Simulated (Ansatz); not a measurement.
**La2Hf2O, before and after**

Recipe of this trial structure of La2Hf2O: random cell by space group and Wyckoff sites (I4/mmm, No. 139). Its size is a rough estimate.

start.xyz

```xyz
5
Lattice="-2.4846 2.4846 4.6192 2.4846 -2.4846 4.6192 2.4846 2.4846 -4.6192" Properties=species:S:1:pos:R:3 pbc="T T T"
La    0.0000    2.4846    0.0000
La    2.4846    0.0000    0.0000
Hf    0.0000    2.4846    2.3096
Hf    2.4846    0.0000    2.3096
O     0.0000    0.0000    4.6192
```

Method: DFT PBE, scalar-relativistic, plane waves, PAW in Ansatz 0.2.0. Cutoff 420 eV, Gaussian smearing, Γ-centred meshes. Cell and atoms relax first on a coarse mesh and then on a finer one. In between, the cell is made exact in the group found at 0.06 Å. In metals the finer mesh still leaves noise of several meV/atom or more. The steps can't lower the symmetry of their start. No spin polarisation.

end.xyz

```xyz
5
Lattice="-2.3115 2.3115 6.6069 2.3115 -2.3115 6.6069 2.3115 2.3115 -6.6069" Properties=species:S:1:pos:R:3 pbc="T T T"
La    0.0000    2.3115    0.0000
La    2.3115    0.0000    0.0000
Hf    0.0000    2.3115    3.3035
Hf    2.3115    0.0000    3.3035
O     0.0000    0.0000    6.6069
```

The symmetry stays I4/mmm (No. 139). The volume per atom grows by 23.8 %, from 22.8 to 28.2 Å³. The shortest distance goes from 2.31 Å (La–Hf) to 2.31 Å (La–O). The ratio c/a of the conventional cell changes by a factor of 1.54. The energy falls by about 1.6 eV/atom (the start's value is from the coarse mesh).

```json
{"Volume per atom": "28.24 Å³", "Density": "7.65 g/cm³", "Energy over the elements": "−0.03 eV/atom", "Gap on the 12×12×12 mesh of the 5-atom cell": "0 eV (a metal)"}
```

Energies over the elements count from the elements' standard structures at the same level (O₂ as a molecule), with no fitted energy shifts. The formation energy is too near zero to say whether this cell lies below the elements.

The last run used Gaussian smearing of 0.10 eV. For metals, differences of a few meV/atom aren't resolved. Spin–orbit coupling, which can matter for Hf, is left out. The cell is a metal run without spin; a magnetic state may lie lower. Symmetry constrained the relaxation, so the result can be a saddle point. In all, the 3 runs took 5.9 min on 1 thread of Intel(R) Xeon(R) CPU @ 2.60GHz (Ice Lake), with other jobs on the host. Another cell of La2Hf2O relaxed alike, in P4/mmm, lies 0.81 eV/atom lower, so this cell isn't the stable form at this level.
